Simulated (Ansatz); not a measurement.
**Bi2Te2Pb2S3 and a variant**

Base: an entry of the Crystallography Open Database (COD; perhaps a calculated or model structure) whose atoms were relaxed with PBE, the cell held.

```
Bi Te Pb S
1.0
     4.26052    0.00000    0.00000
    -2.13026    3.68972    0.00000
     0.00000    0.00000   33.81797
Bi Te Pb S
4 4 4 6
Direct
  0.33333 0.66667 0.20293
  0.66667 0.33333 0.79707
  0.33333 0.66667 0.39807
  0.66667 0.33333 0.60193
  0.33333 0.66667 0.74408
  0.66667 0.33333 0.25592
  0.00000 0.00000 0.34507
  0.00000 0.00000 0.65493
  0.33333 0.66667 0.89896
  0.66667 0.33333 0.10104
  0.00000 0.00000 0.00000
  0.00000 0.00000 0.50000
  0.00000 0.00000 0.84882
  0.00000 0.00000 0.15118
  0.33333 0.66667 0.05044
  0.66667 0.33333 0.94956
  0.33333 0.66667 0.55024
  0.66667 0.33333 0.44976
```

Atom numbers follow the list; atoms alike are taken as one site, whose name carries the number of the first.

Computed with Ansatz: DFT, PBE, plane waves and PAW, scalar-relativistic, 420 eV cutoff, Γ-centred 8×8×1 k-points, Fermi–Dirac smearing 0.02 eV.

Gradients in 10²¹ V/m², for some of the sites:

```tsv
site	atoms	V_zz base	η base	V_zz variant	η variant
Bi1	1	-0.73	0.00	-12.42	0.82
Bi3	3	-0.78	0.00	-1.48	0.90
Bi4	4	-0.78	0.00	-0.78	0.02
Te6	6	0.95	0.00	-3.97	0.52
Te7	7	1.06	0.00	1.26	0.42
Te8	8	1.06	0.00	1.06	0.02
Pb9	9	0.70	0.00	0.71	0.09
Pb10	10	0.70	0.00	1.17	0.95
Pb11	11	0.62	0.00	0.65	0.42
Pb12	12	0.85	0.00	0.86	0.17
S14	14	0.093	0.00	-1.06	0.93
S18	18	0.091	0.00	0.096	0.29
S15	15	-0.34	0.00	-0.37	0.58
S16	16	-0.34	0.00	-0.34	0.14
```

Q: Which change was made?
A. x and y stretched by 1 %, ions relaxed
B. atom 6 (Te) moved by 0.15 Å along (0.150, 0.000, 0.000) Å
C. volume scaled by 0.97, ions relaxed
D. volume scaled by 1.03, ions relaxed

A: B. It leaves 18 symmetry-distinct sites where the base has 10, which no other option does. The largest change of V_zz along a kept axis is on Bi3, from -0.78 to -1.48. The whole tensor moves most on Bi1, by 12.35 along its most changed direction. Small gradients that grow severalfold: S14 (0.093 to -1.06). In per cent, |V_zz| changes by 0 to +88 on Bi, 0 to +19 on Te, 0 to +67 on Pb (all sites that start above 0.5, bar those whose gradient vanishes or changes sign or whose main axis turns by over 40°). Where |V_zz| stays above 0.1 and the axes keep their order, η moves most on Pb10, from 0.00 to 0.95. On Te6, Bi1, S14 the largest principal value lies along another axis in the second run, so the two V_zz can't be compared directly. The table leaves out 4 of the 18 sites, with |V_zz| up to 0.95; their tensors move by 0.02 at most along any direction. The statements above cover all sites.

Spin–orbit coupling is left out, which shifts gradients on Bi and Pb by a few per cent in wide-gap crystals, and can shift them far more where the calculated gap is small or absent, as here. With a gap of 0.4 eV on this mesh, small gradients can still move by 0.1 × 10²¹ V/m² or more as the k-mesh gets denser.
For the variant: The atoms aren't relaxed after the move (largest force 0.6 eV/Å).
